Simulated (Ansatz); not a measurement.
Relaxation of a relaxed Ir cell, doubled along one cell vector, shaken by Gaussian noise of σ = 0.08 Å a coordinate; 2 atoms in the cell, which starts as P-1 (No. 2), aP2; a = b = 2.541 Å, c = 5.081 Å, α = β = γ = 90.00°. Computed with PBEsol (plane waves to 420 eV, PAW, scalar-relativistic; Ansatz, a first-principles code). Γ-centred k-mesh 13×13×7 on the run's cell (coarser than for final values), Fermi–Dirac smearing 0.05 eV. This is the first round of the run. 

The optimiser's lines from the output (shortened; P is positive under compression):

```
relax step   1: F+E_penalty+E_count = -23595.74112629 eV  Δ(F+E_penalty+E_count) = +0.000e0 eV  max|allowed force component| = 2.028e0 eV/Å  Δτ_max = 0.0000 Å  P = +7.583 GPa  Ω = 32.795 Å³  (7 SCF iters, dr2 threshold 1.00e-7 eV, accepted)
relax step   2: F+E_penalty+E_count = -23595.93026463 eV  Δ(F+E_penalty+E_count) = -1.891e-1 eV  max|allowed force component| = 3.034e-1 eV/Å  Δτ_max = 0.0779 Å  P = -3.560 GPa  Ω = 33.197 Å³  (6 SCF iters, dr2 threshold 2.00e-7 eV, accepted)
relax step   3: F+E_penalty+E_count = -23596.18407312 eV  Δ(F+E_penalty+E_count) = -2.538e-1 eV  max|allowed force component| = 4.331e-1 eV/Å  Δτ_max = 0.1591 Å  P = -1.540 GPa  Ω = 32.192 Å³  (6 SCF iters, dr2 threshold 2.00e-7 eV, accepted)
relax step   4: F+E_penalty+E_count = -23596.51335647 eV  Δ(F+E_penalty+E_count) = -3.293e-1 eV  max|allowed force component| = 4.444e-1 eV/Å  Δτ_max = 0.1002 Å  P = -0.238 GPa  Ω = 31.327 Å³  (6 SCF iters, dr2 threshold 2.00e-7 eV, accepted)
relax step   5: F+E_penalty+E_count = -23596.85823059 eV  Δ(F+E_penalty+E_count) = -3.449e-1 eV  max|allowed force component| = 6.789e-1 eV/Å  Δτ_max = 0.0903 Å  P = +2.645 GPa  Ω = 30.490 Å³  (6 SCF iters, dr2 threshold 2.00e-7 eV, accepted)
relax step   6: F+E_penalty+E_count = -23597.11230590 eV  Δ(F+E_penalty+E_count) = -2.541e-1 eV  max|allowed force component| = 4.083e-1 eV/Å  Δτ_max = 0.1056 Å  P = +8.913 GPa  Ω = 29.854 Å³  (6 SCF iters, dr2 threshold 2.00e-7 eV, accepted)
relax step   7: F+E_penalty+E_count = -23597.18147396 eV  Δ(F+E_penalty+E_count) = -6.917e-2 eV  max|allowed force component| = 1.966e-1 eV/Å  Δτ_max = 0.0470 Å  P = -3.212 GPa  Ω = 31.233 Å³  (6 SCF iters, dr2 threshold 2.00e-7 eV, accepted)
relax step   8: F+E_penalty+E_count = -23597.18991218 eV  Δ(F+E_penalty+E_count) = -8.438e-3 eV  max|allowed force component| = 2.135e-2 eV/Å  Δτ_max = 0.0160 Å  P = +0.744 GPa  Ω = 30.757 Å³  (6 SCF iters, dr2 threshold 2.00e-7 eV, accepted)
relax step   9: F+E_penalty+E_count = -23597.19094000 eV  Δ(F+E_penalty+E_count) = -1.028e-3 eV  max|allowed force component| = 1.116e-2 eV/Å  Δτ_max = 0.0056 Å  P = -0.057 GPa  Ω = 30.848 Å³  (6 SCF iters, dr2 threshold 2.00e-7 eV, accepted)
relax step  10: F+E_penalty+E_count = -23597.19105117 eV  Δ(F+E_penalty+E_count) = -1.112e-4 eV  max|allowed force component| = 2.798e-3 eV/Å  Δτ_max = 0.0012 Å  P = -0.065 GPa  Ω = 30.843 Å³  (6 SCF iters, dr2 threshold 2.00e-7 eV, accepted)
relax step  11: F+E_penalty+E_count = -23597.19105510 eV  Δ(F+E_penalty+E_count) = -3.925e-6 eV  max|allowed force component| = 9.311e-5 eV/Å  Δτ_max = 0.0002 Å  P = +0.004 GPa  Ω = 30.837 Å³  (6 SCF iters, dr2 threshold 2.03e-8 eV, accepted)
relax step  12: F+E_penalty+E_count = -23597.20975704 eV  Δ(F+E_penalty+E_count) = -1.870e-2 eV  max|allowed force component| = 1.917e-3 eV/Å  Δτ_max = 0.0000 Å  P = +1.331 GPa  Ω = 30.837 Å³  stress off target by 3.31e0 GPa  SCF on the basis re-selected at this cell (its energy is not comparable with the rows above)  (7 SCF iters)
relax step  13: F+E_penalty+E_count = -23597.21444567 eV  Δ(F+E_penalty+E_count) = -4.689e-3 eV  max|allowed force component| = 5.293e-3 eV/Å  Δτ_max = 0.0095 Å  P = +0.281 GPa  Ω = 30.966 Å³  (6 SCF iters, dr2 threshold 2.00e-7 eV, accepted)
relax step  14: F+E_penalty+E_count = -23597.21487855 eV  Δ(F+E_penalty+E_count) = -4.329e-4 eV  max|allowed force component| = 6.850e-3 eV/Å  Δτ_max = 0.0052 Å  P = -0.066 GPa  Ω = 31.004 Å³  (6 SCF iters, dr2 threshold 2.00e-7 eV, accepted)
relax step  15: F+E_penalty+E_count = -23597.21490731 eV  Δ(F+E_penalty+E_count) = -2.876e-5 eV  max|allowed force component| = 1.512e-3 eV/Å  Δτ_max = 0.0005 Å  P = -0.022 GPa  Ω = 31.001 Å³  (6 SCF iters, dr2 threshold 1.19e-7 eV, accepted)
relax step  16: F+E_penalty+E_count = -23597.21490887 eV  Δ(F+E_penalty+E_count) = -1.558e-6 eV  max|allowed force component| = 5.606e-4 eV/Å  Δτ_max = 0.0002 Å  P = +0.004 GPa  Ω = 30.998 Å³  (7 SCF iters, dr2 threshold 2.41e-9 eV, accepted)
relax step  17: F+E_penalty+E_count = -23597.21494464 eV  Δ(F+E_penalty+E_count) = -3.577e-5 eV  max|allowed force component| = 5.197e-4 eV/Å  Δτ_max = 0.0000 Å  P = +0.000 GPa  Ω = 30.998 Å³  stress off target by 8.05e-3 GPa  SCF on the basis re-selected at this cell (its energy is not comparable with the rows above)  (9 SCF iters)
```

From the first to the last row the energy changes by -0.74 eV/atom and the volume by -5.5 %. The last row is marked as not comparable with the walk above it, whose basis was carried along; it does compare with step 1, since both stand on a basis selected at the nominal cutoff for their own cell.

Energy and pressure jump between steps 11 and 12 at one geometry, where the plane-wave basis was selected anew. While the cell walks, the set of plane waves is carried along, so its effective cutoff drifts with the strain; re-selecting it at 420 eV moved the energy by -0.009 eV/atom and the pressure by 1.3 GPa. Only step 1 and rows on a re-selected basis compare with each other.

Later rounds, restarted from the end of this one on a renewed k-mesh, logged 11 more steps and released under 0.01 eV/atom more. The final structure after all rounds: I4/mmm (No. 139), tI4; a = b = 2.698 Å, c = 8.525 Å, α = β = γ = 90.00°. Between re-selections the logged energies stand on a plane-wave basis carried along with the cell. No spin polarisation in the result.

The run could not lose the symmetry of its start: the end is stationary, and may be a saddle point rather than a minimum.

The relaxed structure here is a generated cell of Ir: the first start was made by a random draw of sites in a space group, and the end was not matched to a known phase here, so it may be hypothetical. Known forms of Ir include space group No. 225.
